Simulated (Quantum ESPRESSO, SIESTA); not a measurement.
Given: the input of a run of Quantum ESPRESSO 7.5 on Y2Ge3. The cell comes from a database or a generator and needn't be the stable form of this composition.

The input pw.in:

```
&CONTROL
  calculation = 'scf'
  prefix = 'pwscf'
  outdir = './tmp'
  pseudo_dir = './pseudo'
  tprnfor = .true.
  tstress = .true.
  disk_io = 'nowf'
/
&SYSTEM
  ibrav = 0
  nat = 5
  ntyp = 2
  ecutwfc = 55
  ecutrho = 440
  nbnd = 43
  occupations = 'smearing'
  smearing = 'fd'
  degauss = 0.00367493
/
&ELECTRONS
  conv_thr = 1d-09
  electron_maxstep = 120
  mixing_beta = 0.5
/
ATOMIC_SPECIES
Y     88.9058 Y_pbe_v1.uspp.F.UPF
Ge    72.6300 ge_pbe_v1.4.uspp.F.UPF
CELL_PARAMETERS angstrom
   4.3924264328    0.0000000000    0.0000000000
  -2.1962132164    3.8039528751    0.0000000000
   0.0000000000    0.0000000000    7.1072950000
ATOMIC_POSITIONS crystal
Y      0.0000000000    0.0000000000    0.2700710000
Y      0.0000000000    0.0000000000    0.7299290000
Ge     0.6666666667    0.3333333333    0.0000000000
Ge     0.6666666667    0.3333333333    0.5000000000
Ge     0.3333333333    0.6666666667    0.0000000000
K_POINTS automatic
7 7 4 0 0 0
```

Potentials or basis: SSSP 1.3 efficiency PBE.

Command:

```bash
$ OMP_NUM_THREADS=1 pw.x -in pw.in > pw.out
```

Set up the same calculation for SIESTA 5.4.2. Potentials or basis there: files PseudoDojo sr-pbe-0.4.1-standard, DZP (energy shift 0.003 Ry; two zetas on semicore shells).

As run (cutoffs and basis follow the program's own potentials, and thresholds, step limits or extra output files can differ):

File Y2Ge3.fdf:

```
SystemName                      Y2Ge3
SystemLabel                     Y2Ge3
NumberOfSpecies                 2
NumberOfAtoms                   5
%block ChemicalSpeciesLabel
  1  39 Y
  2  32 Ge
%endblock ChemicalSpeciesLabel

UseStructFile                   true

%block kgrid.MonkhorstPack
    7   0   0  0.0
    0   7   0  0.0
    0   0   4  0.0
%endblock kgrid.MonkhorstPack
XC.Functional                   GGA
XC.Authors                      PBE
PAO.BasisSize                   DZP
PAO.EnergyShift                 0.003 Ry
Mesh.Cutoff                     800 Ry
OccupationFunction              FD
ElectronicTemperature           0.05 eV
MaxSCFIterations                120
SCF.MustConverge                false
SCF.Mixer.Method                Pulay
SCF.Mixer.Weight                0.25
SCF.Mixer.History               8
SCF.DM.Tolerance                5.0e-05
SCF.H.Tolerance                 1.0e-03 eV
WriteForces                     true
Charge.Mulliken                 end
Charge.Hirshfeld                end
Charge.Voronoi                  end
SaveRho                         true
SaveElectrostaticPotential      true
%block PAO.Basis
  Y 5
  n=4 0 2
    3.677 0.000
  n=5 0 2
    9.467 0.000
  n=4 1 2
    4.308 0.000
  n=5 1 1
    9.467
  n=4 2 2
    8.361 0.000
  Ge 4
  n=4 0 2
    5.972 0.000
  n=4 1 2
    8.196 0.000
  n=3 2 2
    3.189 0.000
  n=4 2 1
    8.196
%endblock PAO.Basis
```

Y2Ge3.STRUCT_IN

```
   4.3924264328     0.0000000000     0.0000000000
  -2.1962132164     3.8039528751     0.0000000000
   0.0000000000     0.0000000000     7.1072950000
5
1  39    0.0000000000     0.0000000000     0.2700710000
1  39    0.0000000000     0.0000000000     0.7299290000
2  32    0.6666666667     0.3333333333     0.0000000000
2  32    0.6666666667     0.3333333333     0.5000000000
2  32    0.3333333333     0.6666666667     0.0000000000
```

Potentials or basis: PseudoDojo 0.4 standard (PBE files), converted to PSML, two zetas on semicore shells, DZP (energy shift 0.003 Ry; two zetas on semicore shells).

The run is started by

```bash
$ siesta Y2Ge3.fdf > Y2Ge3.out 2>&1
```

Both were run:

|  | Quantum ESPRESSO | SIESTA |
| --- | --- | --- |
| Pressure | 0.3 GPa | 1.2 GPa |

Pressure is positive in compression.
